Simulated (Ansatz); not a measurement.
**SrLiSbS3: do the settings matter for the field gradients?**

Cell: a measured structure from the Crystallography Open Database (COD).

Space group P2_1/c (No. 14); a = 5.9300, b = 12.3260, c = 7.9410 Å, β = 90.31°.

| site | Wyckoff | site symmetry | x | y | z |
| --- | --- | --- | --- | --- | --- |
| Li | 4e | 1 | 0.2535 | 0.7363 | 0.3642 |
| Sr | 4e | 1 | 0.7548 | 0.5769 | 0.1530 |
| Sb | 4e | 1 | 0.7347 | 0.9089 | 0.1509 |
| S13 | 4e | 1 | 0.3310 | 0.8799 | 0.1362 |
| S17 | 4e | 1 | 0.8126 | 0.7713 | 0.3669 |
| S21 | 4e | 1 | 0.7418 | 0.0666 | 0.3455 |

One atom of each set is listed.

Reference run. Level of theory: DFT, PBE, plane waves and PAW, scalar-relativistic, 420 eV cutoff, Γ-centred 5×3×4 k-points, Fermi–Dirac smearing 0.02 eV (Ansatz 0.2.0).

**Question.** The input is changed as follows: `scf.eigensolver.kind`: not typed → davidson; `crystal.symmetry`: not typed → {detect: false}; `total_charge`: not typed → 1. What happens to V_zz (10²¹ V/m²) and η?

**Answer.** 

```json
{"site": "Li", "V_zz reference": "-0.11", "η reference": "0.46", "V_zz changed": "-0.10", "η changed": "0.44"}
{"site": "Sr", "V_zz reference": "-3.08", "η reference": "0.46", "V_zz changed": "-3.09", "η changed": "0.51"}
{"site": "Sb", "V_zz reference": "-21.8", "η reference": "0.32", "V_zz changed": "-17.25", "η changed": "0.34"}
{"site": "S13", "V_zz reference": "13.43", "η reference": "0.05", "V_zz changed": "13.37", "η changed": "0.22"}
{"site": "S17", "V_zz reference": "13.19", "η reference": "0.07", "V_zz changed": "14.62", "η changed": "0.17"}
{"site": "S21", "V_zz reference": "11.94", "η reference": "0.05", "V_zz changed": "13.19", "η changed": "0.02"}
```

The largest change of V_zz is on Sb, from -21.8 to -17.25. In per cent, |V_zz| changes by 0 on Sr, -21 on Sb, 0 to +11 on S (all sites that start above 2). Where |V_zz| stays above 0.1, η moves most on S13, from 0.05 to 0.22. The changed cell holds a charge of +1 on a uniform background, so it isn't the neutral crystal. It has an odd number of electrons and no spin polarisation, so the extra carrier is shared by both spins and spread out, where a real one carries spin and can localise. The gap no longer holds the Fermi energy in the changed run, so its gradients also hang on the k-mesh and the smearing. SCF iterations: 7 and 9.

On the reference run: The largest force is 0.5 eV/Å, so the atoms aren't at the calculated equilibrium and relaxing them would move these values. Without spin–orbit coupling (the program notes it for Sb and Sr) the gradients are little affected as a rule: paired runs on crystals with a gap mostly move them by under 2 % at such atoms. With these PAW files V_zz is typically within 2 to 3 % of all-electron values, but misses above 10 % occur on Li, Sb.
